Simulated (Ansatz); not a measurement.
CeO₂ (fluorite)

```
CELL_PARAMETERS angstrom
      0.00000     2.69928     2.69928
      2.69928     0.00000     2.69928
      2.69928     2.69928     0.00000
ATOMIC_POSITIONS crystal
  Ce 0.00000 0.00000 0.00000
  O  0.25000 0.25000 0.25000
  O  0.75000 0.75000 0.75000
```

The relaxed cell is deformed in two ways at once: its volume V is scaled, and at that volume it is stretched along z (the c axis of the conventional cell) so that c/a changes. Fractional atomic positions are held.

Computed with PBEsol (plane waves to 420 eV, PAW, scalar-relativistic; Ansatz, a program for electronic structure). k mesh 11×11×11 (Γ-centred), Fermi-Dirac smearing 0.05 eV. Stress and pressure are positive under compression. CeO2 is run without spin polarisation. CeO2 was relaxed with its symmetry unable to fall. The PAW data are Ansatz's earlier set. The f-shell state is unchecked: a lower one may exist.

At one point of the scan the stress tensor (GPa) is:

```
  -10.1      0.0      0.0
    0.0    -10.1      0.0
    0.0      0.0     -0.5
```

Problem. Which point is it?
A) V/V₀ = 1.013, (c/a)/(c/a)₀ = 1.027
B) V/V₀ = 1.040, (c/a)/(c/a)₀ = 0.960
C) V/V₀ = 1.040, (c/a)/(c/a)₀ = 1.027
D) V/V₀ = 1.000, (c/a)/(c/a)₀ = 0.960

Solution. B, V/V₀ = 1.040, (c/a)/(c/a)₀ = 0.960

(A scan under strain: stresses follow from slopes of the energy per volume, elastic moduli from its curvatures.)
